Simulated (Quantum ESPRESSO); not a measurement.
## Hf2Zr2ScSn2Ir (input and log of a self-consistent run)

A calculation, not a measurement. The program is pw.x of Quantum ESPRESSO 7.5 (plane-wave density functional theory). The cell is made up: eight metal atoms on a face-centred cubic lattice, with elements, volume, strain and displacements drawn at random and not relaxed, so it may be unstable or far from any real phase. PseudoDojo standard norm-conserving files set the functional (PBE unless stated); there is no spin polarisation or spin-orbit coupling, the Fermi-Dirac width of 0.25 eV means electrons at about 2900 K, and the masses in the input are unused placeholders. The tin pseudopotential is less sure than most, with forces differing by about three percent from a second method on plain tin. Heavy elements are run without spin-orbit coupling, which real alloys of them have. A spin test at this wide smearing found no moment, but such smearing suppresses magnetism that the real alloy may have.

Input:

```
&control calculation='scf', pseudo_dir='./dojo.nc.sr.pbe.v0_5.standard.upf', outdir='./o', disk_io='minimal', tprnfor=.true., tstress=.true. /
&system ibrav=0, nat=8, ntyp=5, nbnd=68, ecutwfc=87.97787729, nosym=.true., tot_charge=0,
 occupations='smearing', smearing='fd', degauss=0.0183746611
/
&electrons conv_thr=1.470e-08, electron_maxstep=70, mixing_beta=0.5 /
ATOMIC_SPECIES
Hf 1.0 Hf.upf
Ir 1.0 Ir.upf
Sc 1.0 Sc.upf
Sn 1.0 Sn.upf
Zr 1.0 Zr.upf
CELL_PARAMETERS angstrom
2.284 4.5681 2.284
2.284 -4.5681 2.284
4.5681 0.0 -4.5681
ATOMIC_POSITIONS angstrom
Hf 0.0212 -0.0053 -0.0366
Hf 2.3331 0.0119 -2.2781
Zr 2.2648 -2.2732 -0.0045
Sc 4.5794 -2.2757 -2.296
Zr 2.3203 2.3223 -0.0023
Sn 4.5459 2.2917 -2.2714
Sn 2.2887 0.006 2.3244
Ir 4.5529 -0.0345 0.0278
K_POINTS automatic
5 5 4 1 1 1
```

The log is shortened where brackets say so; the opening notice, blank lines, dates and the lines on written files are dropped, and the path of the files is cut. It prints rydbergs, bohrs and kilobars, and counts compression as positive stress. Its total energy is the free energy E - TS of the whole cell.

```
     Program PWSCF v.7.5
     Parallel version (MPI & OpenMP), running on       4 processor cores
     Number of MPI processes:                 4
     Threads/MPI process:                     1
     [start-up lines left out]
     bravais-lattice index     =            0
     lattice parameter (alat)  =      10.5725  a.u.
     unit-cell volume          =    1286.5418 (a.u.)^3
     number of atoms/cell      =            8
     number of atomic types    =            5
     number of electrons       =       104.00
     number of Kohn-Sham states=           68
     kinetic-energy cutoff     =      87.9779  Ry
     charge density cutoff     =     351.9115  Ry
     scf convergence threshold =      1.5E-08
     mixing beta               =       0.5000
     number of iterations used =            8  plain     mixing
     Exchange-correlation= PBE
                           (   1   4   3   4   0   0   0)
     [axes and pseudopotential details left out]
   Cartesian axes
     site n.     atom                  positions (alat units)
         1        Hf     tau(   1) = (   0.0037893  -0.0009473  -0.0065419  )
         2        Hf     tau(   2) = (   0.4170185   0.0021270  -0.4071878  )
         3        Zr     tau(   3) = (   0.4048105  -0.4063119  -0.0008043  )
         4        Sc     tau(   4) = (   0.8185223  -0.4067588  -0.4103872  )
         5        Zr     tau(   5) = (   0.4147306   0.4150881  -0.0004111  )
         6        Sn     tau(   6) = (   0.8125345   0.4096186  -0.4059902  )
         7        Sn     tau(   7) = (   0.4090824   0.0010724   0.4154634  )
         8        Ir     tau(   8) = (   0.8137857  -0.0061665   0.0049690  )
     number of k points=    50  Fermi-Dirac smearing, width (Ry)=  0.0184
                       cart. coord. in units 2pi/alat
        k(    1) = (   0.1990223   0.0000000   0.0459303), wk =   0.0400000
        k(    2) = (   0.3521143   0.0000000  -0.1071617), wk =   0.0400000
     [further k points left out]
     Dense  grid:   143511 G-vectors     FFT dimensions: (  64,  64,  75)
     Estimated max dynamical RAM per process >     503.11 MB
     Estimated total dynamical RAM >       1.86 GB
     Initial potential from superposition of free atoms
     starting charge     103.9857, renormalised to     104.0000
     Starting wfcs are   78 randomized atomic wfcs
     total cpu time spent up to now is       16.7 secs
     per-process dynamical memory:   378.2 Mb
     Self-consistent Calculation
     iteration #  1     ecut=    87.98 Ry     beta= 0.50
     Davidson diagonalization with overlap
     ethr =  1.00E-02,  avg # of iterations =  2.3
     Threshold (ethr) on eigenvalues was too large:
     Diagonalizing with lowered threshold
     Davidson diagonalization with overlap
     ethr =  4.90E-04,  avg # of iterations =  4.7
     total cpu time spent up to now is       97.4 secs
     total energy              =   -1070.36975463 Ry
     estimated scf accuracy    <       0.51710637 Ry
     iteration #  2     ecut=    87.98 Ry     beta= 0.50
     Davidson diagonalization with overlap
     ethr =  4.97E-04,  avg # of iterations =  6.6
     total cpu time spent up to now is      147.9 secs
     total energy              =   -1069.67993674 Ry
     estimated scf accuracy    <      12.15159179 Ry
     iteration #  3     ecut=    87.98 Ry     beta= 0.50
     Davidson diagonalization with overlap
     ethr =  4.97E-04,  avg # of iterations =  5.0
     total cpu time spent up to now is      191.2 secs
     total energy              =   -1070.55552114 Ry
     estimated scf accuracy    <       0.56464567 Ry
     iteration #  4     ecut=    87.98 Ry     beta= 0.50
     Davidson diagonalization with overlap
     ethr =  4.97E-04,  avg # of iterations =  2.1
     total cpu time spent up to now is      228.1 secs
     total energy              =   -1070.60451302 Ry
     estimated scf accuracy    <       0.09866768 Ry
     iteration #  5     ecut=    87.98 Ry     beta= 0.50
     Davidson diagonalization with overlap
     ethr =  9.49E-05,  avg # of iterations =  3.1
     total cpu time spent up to now is      265.7 secs
     total energy              =   -1070.60937863 Ry
     estimated scf accuracy    <       0.06777623 Ry
     [iterations 6 to 10 left out]
     iteration # 11     ecut=    87.98 Ry     beta= 0.50
     Davidson diagonalization with overlap
     ethr =  4.01E-08,  avg # of iterations =  5.0
     total cpu time spent up to now is      517.9 secs
     total energy              =   -1070.61783802 Ry
     estimated scf accuracy    <       0.00001774 Ry
     iteration # 12     ecut=    87.98 Ry     beta= 0.50
     Davidson diagonalization with overlap
     ethr =  1.71E-08,  avg # of iterations =  2.5
     total cpu time spent up to now is      554.3 secs
     total energy              =   -1070.61784101 Ry
     estimated scf accuracy    <       0.00000672 Ry
     iteration # 13     ecut=    87.98 Ry     beta= 0.50
     Davidson diagonalization with overlap
     ethr =  6.46E-09,  avg # of iterations =  1.7
     total cpu time spent up to now is      587.4 secs
     total energy              =   -1070.61784166 Ry
     estimated scf accuracy    <       0.00000006 Ry
     iteration # 14     ecut=    87.98 Ry     beta= 0.50
     Davidson diagonalization with overlap
     ethr =  5.55E-11,  avg # of iterations =  7.8
     total cpu time spent up to now is      642.6 secs
     total energy              =   -1070.61784173 Ry
     estimated scf accuracy    <       0.00000007 Ry
     iteration # 15     ecut=    87.98 Ry     beta= 0.50
     Davidson diagonalization with overlap
     ethr =  5.55E-11,  avg # of iterations =  1.8
     total cpu time spent up to now is      674.6 secs
     End of self-consistent calculation
     [lines on levels left out]
!    total energy              =   -1070.61784173 Ry
     estimated scf accuracy    <       0.00000001 Ry
     smearing contrib. (-TS)   =      -0.14253489 Ry
     internal energy E=F+TS    =   -1070.47530684 Ry
     The total energy is F=E-TS. E is the sum of the following terms:
     one-electron contribution =    -294.10983129 Ry
     hartree contribution      =     191.99007737 Ry
     xc contribution           =    -244.72596074 Ry
     ewald contribution        =    -723.62959218 Ry
     convergence has been achieved in  15 iterations
     Forces acting on atoms (cartesian axes, Ry/au):
     atom    1 type  1   force =    -0.00065095    0.00495956    0.00837918
     atom    2 type  1   force =    -0.00243635    0.00073416    0.00325719
     atom    3 type  5   force =     0.01925671   -0.00108043   -0.00822255
     atom    4 type  3   force =    -0.00898051    0.00066521    0.00855187
     atom    5 type  5   force =     0.00304750   -0.00424105   -0.01277003
     atom    6 type  4   force =    -0.00995005    0.00113022    0.01324463
     atom    7 type  4   force =     0.00689893   -0.00006047   -0.01785970
     atom    8 type  2   force =    -0.00718528   -0.00210721    0.00541940
     Total force =     0.040301     Total SCF correction =     0.000516
     Computing stress (Cartesian axis) and pressure
          total   stress  (Ry/bohr**3)                   (kbar)     P=      -91.58
  -0.00061135  -0.00009729  -0.00010184          -89.93      -14.31      -14.98
  -0.00009729  -0.00062837  -0.00009391          -14.31      -92.44      -13.81
  -0.00010184  -0.00009391  -0.00062802          -14.98      -13.81      -92.38
     init_run     :     15.89s CPU     16.48s WALL (       1 calls)
     electrons    :    647.38s CPU    657.94s WALL (       1 calls)
     forces       :      4.59s CPU      4.65s WALL (       1 calls)
     stress       :     16.12s CPU     16.56s WALL (       1 calls)
     [timing details left out]
     PWSCF        :  11m24.18s CPU  11m35.87s WALL
     JOB DONE.
```

In other units: free energy -14566.498 eV for the cell, pressure -9.16 GPa, largest force component 0.495 eV/Å in size. The run took 698 s of wall time with four MPI processes on a shared machine (Intel Xeon, older, virtual cores), so the time is rough. A rerun of this cell at a higher cutoff and on a denser mesh moved values by no more than 0.002 eV in energy, 0.02 GPa in stress and 0.004 eV/Å in force, and a second program with other atomic files agreed on that cell to 2 % rms in force and 0.5 GPa in pressure.